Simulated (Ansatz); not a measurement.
Ti$_{2}$AlC in space group P6_3/mmc (No. 194; Ti on 4f, Al on 2d, C on 2a), a = 3.037 Å, b = 3.037 Å, c = 13.631 Å, α = 90.00°, β = 90.00°, γ = 120.00°.

Relaxed with PBEsol.

### Question
Which orbitals make up the states near the Fermi level in plane-wave PAW PBEsol (Ansatz code)?

### Answer
Within 0.5 eV of the Fermi level: Ti 3d 80 %, Al 3p 11 %. Projections are on Löwdin-orthogonalised atomic valence shells; empty p or d shells of many metals are not among them.

### Question
Tabulate the density of states.

### Answer
States/eV per cell of 8 atoms, in 0.25 eV bins, energy from the Fermi level.

```tsv
E (eV)	total	Ti 3d	C 2p	Al 3p
-7.85	0.20	0.00	0.01	0.01
-7.60	0.49	0.01	0.01	0.06
-7.35	0.81	0.03	0.02	0.14
-7.10	0.82	0.04	0.02	0.20
-6.85	0.83	0.05	0.02	0.25
-6.60	0.83	0.07	0.02	0.28
-6.35	0.84	0.08	0.02	0.30
-6.10	0.86	0.09	0.03	0.32
-5.85	0.89	0.11	0.04	0.33
-5.60	0.94	0.13	0.06	0.33
-5.35	1.12	0.19	0.13	0.35
-5.10	1.71	0.37	0.39	0.40
-4.85	2.68	0.69	0.94	0.39
-4.60	2.40	0.66	0.94	0.28
-4.35	3.45	1.01	1.43	0.34
-4.10	4.37	1.30	1.83	0.43
-3.85	4.58	1.29	1.76	0.60
-3.60	3.21	1.01	1.08	0.40
-3.35	4.87	1.67	1.92	0.35
-3.10	4.25	1.54	2.02	0.25
-2.85	9.17	3.28	4.76	0.54
-2.60	6.90	2.85	3.05	0.35
-2.35	8.23	3.80	3.81	0.24
-2.10	0.98	0.22	0.11	0.47
-1.85	1.49	0.38	0.13	0.73
-1.60	2.69	0.81	0.24	1.24
-1.35	6.05	2.90	0.39	2.08
-1.10	7.57	4.50	0.35	2.04
-0.85	7.43	4.55	0.17	2.11
-0.60	6.86	4.45	0.19	1.69
-0.35	4.03	3.07	0.11	0.56
-0.10	2.71	2.19	0.06	0.27
0.15	2.71	2.22	0.05	0.26
0.40	3.45	2.92	0.05	0.25
0.65	3.66	3.11	0.09	0.29
0.90	3.68	3.13	0.10	0.28
1.15	4.66	4.15	0.11	0.25
1.40	4.04	3.54	0.10	0.22
1.65	6.01	5.07	0.17	0.34
1.90	9.86	8.23	0.41	0.50
2.15	6.09	5.24	0.20	0.28
2.40	4.60	3.90	0.14	0.21
2.65	6.78	5.67	0.22	0.45
2.90	12.30	11.01	0.38	0.52
3.15	8.03	6.52	0.49	0.64
3.40	8.92	6.99	0.46	0.99
3.65	5.16	3.71	0.28	0.76
3.90	5.55	3.23	0.38	0.88
4.15	3.37	1.85	0.35	0.54
4.40	4.04	2.10	0.70	0.47
```

The first step of the workflow began from a Materials Project structure, measured or hypothetical; the Crystallography Open Database copy checked does not list it. Its standing as an ambient phase is unchecked. The PBEsol relaxation kept the symmetry of its start; whether a distortion lowers the energy is not shown. No spin polarisation was allowed.

Potentials: the earlier of the program's two PAW sets. The files were generated under PBE; for other functionals the program regenerates the frozen cores, and for LDA and PBEsol the local potential too.
